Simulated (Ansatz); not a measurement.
**YSb: computed property card**

YSb:
```yaml
crystal:
  lattice:
    - [0.00000, 3.05857, 3.05857]
    - [3.05857, 0.00000, 3.05857]
    - [3.05857, 3.05857, 0.00000]
  atoms:
    - { symbol: Y, position: [0.50000, 0.50000, 0.50000] }
    - { symbol: Sb, position: [0.00000, 0.00000, 0.00000] }
```

Space group Fm-3m (No. 225), rock salt; conventional cell a = 6.117 Å, b = 6.117 Å, c = 6.117 Å, α = 90.00°, β = 90.00°, γ = 90.00°.

Method: PBEsol in the plane-wave PAW code Ansatz. Structure relaxed to zero pressure with the same functional. Other levels are named where they apply.

**Cell and energy**

Volume per atom: 28.61 Å³
Density: 6.11 g/cm³
Formation energy from the elements (no fitted shifts): -1.21 eV/atom

**Electronic structure**

- Electronic character: metallic (no gap)
- Density of states at the Fermi level: 0.15 states/eV per atom (mean over ±0.08 eV)
- Gap with spin–orbit coupling: none (metallic)

**Mechanics**

- Bulk modulus (Birch–Murnaghan fit) = 65.6 GPa
- Pressure derivative B′ = 4.0
- Elastic constants (relaxed ions, GPa) = C11 = 162, C12 = 17.1, C44 = 23.0
- Mechanical stability = stable (all eigenvalues of C positive)
- Hill bulk and shear moduli = 65.4 and 37.3 GPa
- Young's modulus = 94.0 GPa
- Poisson's ratio = 0.26
- Debye temperature from the elastic constants = 267 K

**Phonons**

- Highest zone-centre frequency = 169 cm⁻¹
- Zone-centre stability = no imaginary mode at Γ

The first step of the workflow began from a Materials Project structure, measured or hypothetical; the Crystallography Open Database files this formula in space group No. 225, but the cells were not matched. Its standing as an ambient phase is unchecked. The PBEsol relaxation kept the symmetry of its start. No spin polarisation was allowed. As this level gives no gap, shear constants depend on the k-mesh and smearing (Fermi–Dirac, 0.1 eV here). As this level gives no gap, phonon frequencies hold no LO–TO term and depend on the k-mesh and smearing (Fermi–Dirac, 0.1 eV here). The references are the lowest solids computed at this level, not always the standard phases. Spin–orbit coupling is left out wherever it is not named.

Potentials: the later of the program's two PAW sets.
